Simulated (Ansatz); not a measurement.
Starting cell, AlN (zinc blende):

```xyz
4
Lattice="0.0000 4.4032 4.4032 2.2016 0.0000 2.2016 2.2016 2.2016 0.0000" Properties=species:S:1:pos:R:3 pbc="T T T"
N      3.3024     3.3024     3.3024
N      3.3024     5.5040     5.5040
Al     0.0000     0.0000     0.0000
Al     2.2016     2.2016     4.4032
```

The atoms are displaced by Q × the pattern below (from a DFPT mode at L = (0.5, 0.0, 0.0), largest move 1; Q in Å), at fixed cell. It is one choice among 2 degenerate patterns. (q is in reciprocal vectors of the primitive cell; the cell shown is doubled to hold the pattern.)

| atom | x | y | z |
|---|---|---|---|
| N1 | 0.285 | -0.520 | 0.805 |
| N2 | -0.285 | 0.520 | -0.805 |
| Al3 | 0.133 | -0.242 | 0.374 |
| Al4 | -0.133 | 0.242 | -0.374 |

Level of theory: PBE (plane waves to 420 eV, PAW, scalar-relativistic; Ansatz, a first-principles code). k mesh 13×13×13 (Γ-centred), Fermi-Dirac smearing 0.05 eV. The energy includes the smearing's −TS. AlN was relaxed with its symmetry unable to fall. The zero of ΔE is the undisplaced structure.

| Q (Å) | ΔE (meV/cell) |
|---|---|
| -0.180 | 981 |
| -0.150 | 668 |
| -0.120 | withheld |
| -0.090 | 234 |
| -0.060 | 103 |
| -0.030 | 26 |
| 0.000 | 0 |
| 0.030 | 26 |
| 0.060 | 103 |
| 0.090 | 234 |
| 0.120 | withheld |
| 0.150 | 668 |
| 0.180 | 981 |

### Question
Fit an even polynomial form (powers 2, 4) to the given rows and predict ΔE at Q = 0.120.

### Answer
Least squares on the 11 given rows: ΔE = (28390)·Q² + (58060)·Q⁴, in meV/cell with Q in Å; root-mean-square residual 0.2 meV/cell. At 0.120 the fit gives 421 meV/cell; the calculation gives 421 meV/cell, the same to the digits shown. The quadratic term alone would give 409 meV/cell.

(A displaced cell: forces are minus the slopes of the energy, force constants its curvatures, and phonons follow from these.)
